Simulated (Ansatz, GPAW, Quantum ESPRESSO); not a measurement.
# Cu3O2: programs and potentials compared

```
Cu O
1.0
    -2.02298    2.02298    3.67362
     2.02298   -2.02298    3.67362
     2.02298    2.02298   -3.67362
Cu O
3 2
Direct
  0.00000 0.00000 0.00000
  0.75000 0.25000 0.50000
  0.25000 0.75000 0.50000
  0.50000 0.00000 0.50000
  0.00000 0.50000 0.50000
```

The cell comes from a database or a generator and needn't be the stable form of this composition.

Alike in all runs: task single point; functional PBE; k mesh 9 × 9 × 9; occupations fermi-dirac, width 0.05 eV; no spin polarisation; no spin-orbit coupling. Pressure is positive in compression and, in plane waves, holds the error of the finite cutoff, which Ansatz's Pulay term estimates and takes out.

| program and potentials | plane-wave cutoff (eV) | notes | pressure (GPa) |
| --- | --- | --- | --- |
| Ansatz, Ansatz PAW | 420 | 13.8 valence electrons an atom on average; Pulay term of +0.49 GPa included | 0.72 |
| GPAW, GPAW PAW data sets (gpaw-data 1.2.1) | 800 | 9 valence electrons an atom on average; this data set often lies off other programs | 2.71 |
| Quantum ESPRESSO, SSSP 1.3 efficiency PBE | 748 | 9 valence electrons an atom on average | ? |

**Question.** Estimate from the other rows what the run with Quantum ESPRESSO, SSSP 1.3 efficiency PBE gave.

**Answer.** Pressure 0.53 GPa. The other rows, which needn't bracket it: pressure 0.72 to 2.71.
